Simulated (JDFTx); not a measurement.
An input for JDFTx (a modified build) (MgS(100), SCCS (g09 parameters), water, 2 M KCl; bohr, hartree) and the course of its log:

```
lattice \
  6.9601973103 0.0000000000 0.0000000000 \
  0.0000000000 6.9601973103 0.0000000000 \
  0.0000000000 0.0000000000 54.8020576141
coords-type Lattice
ion Mg 0.5000000000 0.5000000000 -0.2211959922 0
ion Mg 0.0000000000 0.0000000000 -0.1347103450 0
ion Mg 0.5000000000 0.5000000000 -0.0449034480 0
ion Mg 0.0000000000 0.0000000000 0.0449034480 0
ion Mg 0.5000000000 0.5000000000 0.1347103450 0
ion Mg 0.0000000000 0.0000000000 0.2211959922 0
ion S 0.0000000000 0.0000000000 -0.2270849434 0
ion S 0.5000000000 0.5000000000 -0.1347103450 0
ion S 0.0000000000 0.0000000000 -0.0449034480 0
ion S 0.5000000000 0.5000000000 0.0449034480 0
ion S 0.0000000000 0.0000000000 0.1347103450 0
ion S 0.5000000000 0.5000000000 0.2270849434 0
ion-species pseudo/mg_pbe_v1.4.upf
ion-species pseudo/s_pbe_v1.4.upf
elec-cutoff 20 100
elec-ex-corr gga-PBE
coulomb-interaction Slab 001
coulomb-truncation-embed 0 0 0
kpoint-folding 6 6 1
elec-smearing Fermi 0.003
elec-n-bands 56
converge-empty-states yes
electronic-scf nIterations 100 energyDiffThreshold 1e-08
fluid LinearPCM
pcm-variant SCCS_g09
fluid-solvent H2O
fluid-cation K+ 2
fluid-anion Cl- 2
fluid-minimize nIterations 400 knormThreshold 1e-11
wavefunction read vac.wfns
elec-initial-eigenvals vac.eigenvals
dump-name f1.$VAR
dump End State Ecomponents EigStats BandEigs Forces ElecDensity IonicPositions Fillings Kpoints Dtot FluidDebug BoundCharge FluidDensity
```

```
[one cycle in 5 is shown, and the last three; fluid-solver lines are left out]
	FillingsUpdate:  mu: -0.136043527  nElectrons: 96.000000
SCF: Cycle:  0   F: -438.272936111492015   dF: -1.344e-03   |Residual|: 3.850e-03   |deigs|: 4.925e-04
	FillingsUpdate:  mu: -0.114662781  nElectrons: 96.000000
SCF: Cycle:  5   F: -438.277105299194886   dF: +2.191e-04   |Residual|: 2.156e-03   |deigs|: 5.132e-04
	FillingsUpdate:  mu: -0.086204448  nElectrons: 96.000000
SCF: Cycle: 10   F: -438.286546047038826   dF: +1.699e-04   |Residual|: 4.006e-03   |deigs|: 1.394e-04
	FillingsUpdate:  mu: -0.099062319  nElectrons: 96.000000
SCF: Cycle: 15   F: -438.284458704933229   dF: -4.047e-04   |Residual|: 3.064e-03   |deigs|: 2.847e-02
	FillingsUpdate:  mu: -0.085042856  nElectrons: 96.000000
SCF: Cycle: 20   F: -438.287523669343159   dF: +4.206e-04   |Residual|: 4.300e-03   |deigs|: 4.882e-03
	FillingsUpdate:  mu: -0.057985317  nElectrons: 96.000000
SCF: Cycle: 25   F: -438.290183258462719   dF: +9.141e-04   |Residual|: 8.242e-03   |deigs|: 1.071e-03
	FillingsUpdate:  mu: -0.073259513  nElectrons: 96.000000
SCF: Cycle: 30   F: -438.290316830033248   dF: +6.192e-03   |Residual|: 3.866e-03   |deigs|: 1.972e-02
	FillingsUpdate:  mu: -0.077049432  nElectrons: 96.000000
SCF: Cycle: 35   F: -438.288444489368146   dF: +3.557e-04   |Residual|: 3.370e-03   |deigs|: 7.436e-03
	FillingsUpdate:  mu: -0.070536511  nElectrons: 96.000000
SCF: Cycle: 40   F: -438.294426527276585   dF: -5.356e-03   |Residual|: 2.075e-03   |deigs|: 3.107e-03
	FillingsUpdate:  mu: -0.071688176  nElectrons: 96.000000
SCF: Cycle: 45   F: -438.294937722804832   dF: +1.075e-03   |Residual|: 4.103e-03   |deigs|: 1.449e-03
	FillingsUpdate:  mu: -0.053875337  nElectrons: 96.000000
SCF: Cycle: 50   F: -438.296450298903267   dF: +3.623e-05   |Residual|: 3.388e-03   |deigs|: 7.479e-03
	FillingsUpdate:  mu: -0.048481318  nElectrons: 96.000000
SCF: Cycle: 55   F: -438.302014307076831   dF: -7.906e-03   |Residual|: 8.637e-03   |deigs|: 8.822e-03
	FillingsUpdate:  mu: -0.055961854  nElectrons: 96.000000
SCF: Cycle: 60   F: -438.297232653917320   dF: -5.687e-04   |Residual|: 4.557e-03   |deigs|: 3.797e-03
	FillingsUpdate:  mu: -0.071302339  nElectrons: 96.000000
SCF: Cycle: 65   F: -438.294996079366740   dF: +1.048e-03   |Residual|: 4.755e-03   |deigs|: 2.188e-03
	FillingsUpdate:  mu: -0.061500411  nElectrons: 96.000000
SCF: Cycle: 70   F: -438.296256280147077   dF: +3.909e-04   |Residual|: 2.880e-03   |deigs|: 9.807e-04
	FillingsUpdate:  mu: -0.066510897  nElectrons: 96.000000
SCF: Cycle: 75   F: -438.296699230261765   dF: -5.900e-04   |Residual|: 3.510e-03   |deigs|: 8.534e-03
	FillingsUpdate:  mu: -0.060255230  nElectrons: 96.000000
SCF: Cycle: 80   F: -438.296608132725680   dF: +4.074e-04   |Residual|: 2.983e-03   |deigs|: 2.809e-03
	FillingsUpdate:  mu: -0.051794019  nElectrons: 96.000000
SCF: Cycle: 85   F: -438.296594116157166   dF: -6.976e-04   |Residual|: 2.278e-03   |deigs|: 8.330e-03
	FillingsUpdate:  mu: -0.054382631  nElectrons: 96.000000
SCF: Cycle: 90   F: -438.297499534792507   dF: -5.501e-03   |Residual|: 1.636e-03   |deigs|: 6.456e-03
	FillingsUpdate:  mu: -0.055137697  nElectrons: 96.000000
SCF: Cycle: 95   F: -438.297541055411898   dF: -4.945e-06   |Residual|: 3.209e-04   |deigs|: 2.161e-04
	FillingsUpdate:  mu: -0.057397348  nElectrons: 96.000000
SCF: Cycle: 97   F: -438.297521884464061   dF: -2.759e-05   |Residual|: 2.917e-04   |deigs|: 2.264e-04
	FillingsUpdate:  mu: -0.057924962  nElectrons: 96.000000
SCF: Cycle: 98   F: -438.297549239465354   dF: -2.736e-05   |Residual|: 5.914e-05   |deigs|: 3.297e-04
	FillingsUpdate:  mu: -0.058800792  nElectrons: 96.000000
SCF: Cycle: 99   F: -438.297547544983104   dF: +1.694e-06   |Residual|: 5.125e-05   |deigs|: 3.402e-04
SCF: None of the convergence criteria satisfied after 100 iterations.
IonicMinimize: Iter:   0  F: -438.297547544983104  |grad|_K:  0.000e+00
IonicMinimize: Converged (|grad|_K<1.000000e-04).
```

This run gave no converged result. The electronic loop ended without meeting its threshold, so the last energy, levels and forces aren't results.
